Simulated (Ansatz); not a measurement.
The relaxed structure here is a generated cell of CsPbCl3: the first start was made by a random draw of sites in a space group, and the end was not matched to a known phase here, so it may be hypothetical. Known forms of CsPbCl3 include space group No. 221.

A relaxed cell of CsPbCl3 (P4/mmm (No. 123)), relaxed on a k-mesh at least as fine as the one used below. Computed with PBEsol (plane waves to 420 eV, PAW, scalar-relativistic; Ansatz, a first-principles code). Γ-centred k-mesh 4×2×4 on the run's cell (coarser than for final values), Fermi–Dirac smearing 0.05 eV.

```xyz
10
Lattice="6.1124 0.0000 0.0000 0.0000 12.2249 0.0000 0.0000 0.0000 6.4103" Properties=species:S:1:pos:R:3 pbc="T T T"
Cl     0.0000     3.0562     0.0000
Cl     0.0000     9.1687     0.0000
Cl     3.0562     0.0000     0.0000
Cl     3.0562     6.1124     0.0000
Cl     3.0562     3.0562     3.2052
Cl     3.0562     9.1687     3.2052
Cs     3.0562     3.0562     0.0000
Cs     3.0562     9.1687     0.0000
Pb     0.0000     0.0000     0.0000
Pb     0.0000     6.1124     0.0000
```

Every atom was then displaced, and the forces became (eV/Å):

```tsv
atom	Fx	Fy	Fz
Cl1	-0.10	-0.39	-0.02
Cl2	-0.27	-0.32	0.01
Cl3	0.15	-0.27	-0.02
Cl4	0.15	-0.37	0.03
Cl5	-0.03	0.02	-0.20
Cl6	0.03	0.02	0.01
Cs7	0.09	0.73	0.24
Cs8	0.18	-0.06	-0.10
Pb9	-0.10	0.43	0.05
Pb10	-0.10	0.20	0.00
```

Problem. Which atom was moved farthest relative to the others, and in which direction?

Solution. Cl5, by (-0.12, 0.05, 0.12) Å (0.18 Å, mean shift removed); the next is Cl1 with 0.14 Å. Its force makes an angle of 123° with its move.

All displacements (Å):

| atom | ux | uy | uz |
|---|---|---|---|
| Cl1 | -0.051 | -0.143 | -0.014 |
| Cl2 | 0.096 | -0.037 | 0.025 |
| Cl3 | 0.003 | 0.017 | 0.006 |
| Cl4 | 0.022 | 0.064 | -0.033 |
| Cl5 | -0.129 | 0.042 | 0.100 |
| Cl6 | 0.041 | 0.004 | -0.100 |
| Cs7 | -0.068 | -0.081 | 0.016 |
| Cs8 | 0.058 | 0.046 | -0.099 |
| Pb9 | -0.044 | -0.065 | -0.100 |
| Pb10 | -0.018 | 0.057 | -0.003 |

The undisplaced cell is probably no minimum: from this displacement the run went on to Pm (No. 6) at a tolerance of 0.01 Å, Amm2 (No. 38) at 0.1 Å, 0.60 eV/atom below it.

No spin polarisation in the result.
